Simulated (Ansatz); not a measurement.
## Trial structures of SnSe5: starts and ends

All numbers below come from DFT PBE, scalar-relativistic, plane waves, PAW in Ansatz. All cells share a 420 eV cutoff and Γ-centred k meshes spaced at most about 0.3 Å⁻¹ (about 0.25 or finer for metals, 2π included). No spin polarisation in the final relaxations.

Each guess was relaxed in cell and atoms at zero pressure, within the symmetry of its start. These are static total energies at zero pressure. Coordination counts Se atoms around Sn (those within 1.25 times the shortest such distance or 1.15 times the sum of covalent radii, 1.27 where that leaves under three; a plus sign parts nearer from farther groups; the shortest distance is added where it exceeds 1.18 times the sum of covalent radii).

```
guess    made from  start group  V start (Å³/atom)  end group  V end (Å³/atom)  coordination at the end  gap on mesh (eV)  E over the lowest end (meV/atom)
    1   La5Mg type        P-62m               34.3      P-62m             23.7                   Sn 6+6                 0                                28
    2   Be5Au type        F-43m               28.4      F-43m             22.9         Sn 16 from 3.4 Å                 0                               355
    3  random cell       P6/mmm               28.1          ?                ?                        ?                 ?                                 ?
    4   Mg5Cd type        P-6m2               35.4      P-6m2             24.4                     Sn 6                 0                                 0
    5   LaCo5 type       P6/mmm               30.4     P6/mmm             26.7         Sn 18 from 4.0 Å                 0                               234
```

Guess 3 as it starts:

```
Sn Se
1.0
     5.19184    0.00000    0.00000
    -2.59592    4.49627    0.00000
     0.00000    0.00000    7.21142
Sn Se
1 5
Direct
  0.00000 0.00000 0.00000
  0.33333 0.66667 0.17886
  0.66667 0.33333 0.17886
  0.66667 0.33333 0.82114
  0.33333 0.66667 0.82114
  0.00000 0.00000 0.50000
```

**Question.** Predict the end of this guess and its energy over the lowest end.

**Answer.** It ends in space group P6/mmm (No. 191), with a = 5.604 Å, c = 5.746 Å, 26.1 Å³/atom and no gap. It lies 40 meV/atom over the lowest end, above guess 1 and below guess 5. Counting Se atoms around Sn, this end has Sn 2+12 and the lowest (guess 4) has Sn 6. This end holds Se–Se pairs (shortest 2.26 Å); in the lowest (guess 4) the shortest Se–Se distance is 2.81 Å, near bonding range too.

```yaml
crystal:
  lattice:
    - [5.60436, 0.00000, 0.00000]
    - [-2.80218, 4.85351, 0.00000]
    - [0.00000, 0.00000, 5.74642]
  atoms:
    - { symbol: Sn, position: [0.00000, 0.00000, 0.00000] }
    - { symbol: Se, position: [0.33333, 0.66667, 0.19667] }
    - { symbol: Se, position: [0.66667, 0.33333, 0.19667] }
    - { symbol: Se, position: [0.66667, 0.33333, 0.80333] }
    - { symbol: Se, position: [0.33333, 0.66667, 0.80333] }
    - { symbol: Se, position: [0.00000, 0.00000, 0.50000] }
```

The zero of energy is the elements' standard structures at the same level; no fitted shifts are applied. The references include grey tin.

**Question.** Is the lowest end bound against the elements?

**Answer.** No: its formation energy is +0.16 eV/atom. The separate elements lie lower, so it is unstable against them.

For metals, differences of a few meV/atom aren't resolved. No dispersion correction is applied, so the spacing and binding between layers, chains or molecules are poorly described (P-6m2), and this can change margins and order among such cells. A magnetic state wasn't ruled out in cells without spin, among them F-43m. The reference form of Se is held partly by dispersion forces, which this level lacks. Cells relaxed within their symmetry can be saddle points. A lower structure may well exist outside this small set. Some types were kept out of the candidates beforehand, so the set may lack a known form.
